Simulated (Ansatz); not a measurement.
Ti$_{2}$AlC:
```yaml
crystal:
  lattice:
    - [3.05510, 0.00000, 0.00000]
    - [-1.52755, 2.64579, 0.00000]
    - [0.00000, 0.00000, 13.71109]
  atoms:
    - { symbol: Ti, position: [0.33333, 0.66667, 0.08354] }
    - { symbol: Ti, position: [0.66667, 0.33333, 0.91646] }
    - { symbol: Ti, position: [0.66667, 0.33333, 0.58354] }
    - { symbol: Ti, position: [0.33333, 0.66667, 0.41646] }
    - { symbol: Al, position: [0.33333, 0.66667, 0.75000] }
    - { symbol: Al, position: [0.66667, 0.33333, 0.25000] }
    - { symbol: C, position: [0.00000, 0.00000, 0.00000] }
    - { symbol: C, position: [0.00000, 0.00000, 0.50000] }
```

This is the r²SCAN-relaxed structure.

Question: All from plane-wave PAW r²SCAN (Ansatz code), unless another level is named. Predict the electronic character.

Answer: metallic (no gap).

Question: And the density of states at the Fermi level?

Answer: 0.31 states/eV per atom (mean over ±0.08 eV).

Question: Give the formation energy from the elements (no fitted shifts).

Answer: -0.79 eV/atom.

Space group P6_3/mmc. The first step of the workflow began from a Materials Project structure, measured or hypothetical; the Crystallography Open Database copy checked does not list it. Whether it is the stable phase at ambient conditions was not checked. The cell was relaxed with r²SCAN under the symmetry of its start; of distortions, only those at the zone centre were tested. The run is not spin-polarised. The references are the lowest solids computed at this level, not always the standard phases.

Potentials: the later of the program's two PAW sets.
